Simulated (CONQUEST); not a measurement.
Worked example: self-consistent single point of Ti (P6_3/mmc, 4 atoms in the cell; from Materials Project mp-46, changed as shown) in CONQUEST.

Method: LDA (PW92), numerical atomic orbitals double-zeta with polarisation (the shipped basis), PseudoDojo norm-conserving potentials made for LDA (CONQUEST).

The change in words: volume scaled by 1.01. Reference geometry (P6_3/mmc):
```xyz
4
Lattice="2.9357 0.0000 0.0000 0.0000 5.0848 0.0000 0.0000 0.0000 4.6409" Properties=species:S:1:pos:R:3 pbc="T T T"
Ti     0.0000     1.6949     1.1602
Ti     1.4679     0.8475     3.4806
Ti     1.4679     4.2374     1.1602
Ti     0.0000     3.3899     3.4806
```

Reference input (self-consistent single point, DFT, LDA (PW92), numerical atomic orbitals double-zeta with polarisation (the shipped basis), PseudoDojo norm-conserving potentials made for LDA): basis = DZP; Diag.MPMeshX, Y, Z = 5 3 3; potentials = PseudoDojo norm-conserving LDA; Grid.GridCutoff = 175 Ha; DM.SolutionMethod = diagon; Diag.kT = 0.001837 Ha; Diag.GammaCentred = true; minE.SCTolerance = 1.0e-06; SC.MaxIters = 100; SC.LinearMixingFactor = 0.5; SC.KerkerPreCondition = true; SC.KerkerFactor = 0.5 1/bohr. This run's input differs from it in these lines:

```diff
@@ -31,5 +31,5 @@
 # file: coords.dat
-     5.547725676      0.000000000      0.000000000
-     0.000000000      9.608943649      0.000000000
-     0.000000000      0.000000000      8.769954383
+     5.566154285      0.000000000      0.000000000
+     0.000000000      9.640864903      0.000000000
+     0.000000000      0.000000000      8.799088290
 4
```

Output (repeated stretches shortened):

```
    PulayMixSC: Starting Pulay mixing, A_up =  0.500 A_dn =  0.500
    PulayMixSC: Spin non-polarised calculation.
    PulayMixSC: with Kerker preconditioning, q0 =  0.500
          Harris-Foulkes Energy            :      -237.375660164522515 Ha
          Free Energy (E-TS)               :      -237.376812884978392 Ha
    PulayMixSC: Pulay iteration     1 residual:              0.25688E-02
          Harris-Foulkes Energy            :      -237.366130946051754 Ha
          Free Energy (E-TS)               :      -237.367363199089823 Ha
    PulayMixSC: Pulay iteration     2 residual:              0.19861E-02
   [... lines left out ...]
          Free Energy (E-TS)               :      -237.351193111044353 Ha
    PulayMixSC: Pulay iteration    12 residual:              0.13717E-05
          Harris-Foulkes Energy            :      -237.349552521766498 Ha
          Free Energy (E-TS)               :      -237.351193306545184 Ha
    PulayMixSC: Pulay iteration    13 residual:              0.10201E-05
          Harris-Foulkes Energy            :      -237.349552967171491 Ha
          Free Energy (E-TS)               :      -237.351193736874365 Ha
    PulayMixSC: Pulay iteration    14 residual:              0.58454E-06
    PulayMixSC: Reached SCF tolerance of  0.58454E-06 after     14 iterations
      | Number of electrons      =        48.000084
      | GS Energy as E-(1/2)TS   =      -237.350373352022928 Ha
      | Free Energy as E-TS      =      -237.351193736874365 Ha
      |* Harris-Foulkes energy   =      -237.349552967171491 Ha
      |* DFT total energy        =      -237.349552965374357 Ha

    force: Forces on atoms (Ha/a0)
    force:  Atom   X              Y              Z
    force:     1  -0.0003437090  -0.0014150712  -0.0000000000
    force:     2  -0.0003437090   0.0014150712  -0.0000000000
    force:     3  -0.0003437090  -0.0014150712  -0.0000000000
    force:     4  -0.0003437090   0.0014150712  -0.0000000000

    force: Maximum force :        0.00141507(Ha/a0) on atom         1 in y direction
    force: Force Residual:        0.00145622 Ha/a0
    force: Total stress:          6.29896039     0.00000000     0.00000000 GPa
                             0.00000000     8.17015240    -0.00000000
                            -0.00000000     0.00000000     7.52455818
    force: Average pressure:     -7.33122366 GPa

    get_E_and_F: Change in energy during last step of electronic optimisation: -0.44540E-06
```

The run converged in 14 iterations. CONQUEST prints the stress tensor with tension positive. Against the reference run the free energy rises by 7.4 meV/atom and the pressure goes from -6.34 to -7.33 GPa.

The program uses no crystal symmetry, so grid and mesh can part values that symmetry would make equal. The atom-centred basis is finite, which shifts total energies and pressures against plane waves. The structure comes from a collection of computed structures, made at another level of theory; the collection holds predicted forms beside known ones. No clean gap shows at this smearing width and mesh (spacing up to 0.45 Å⁻¹); the mesh is coarse for partly filled bands, so the values carry mesh errors.

Cost on one core: roughly 3 core-minutes.
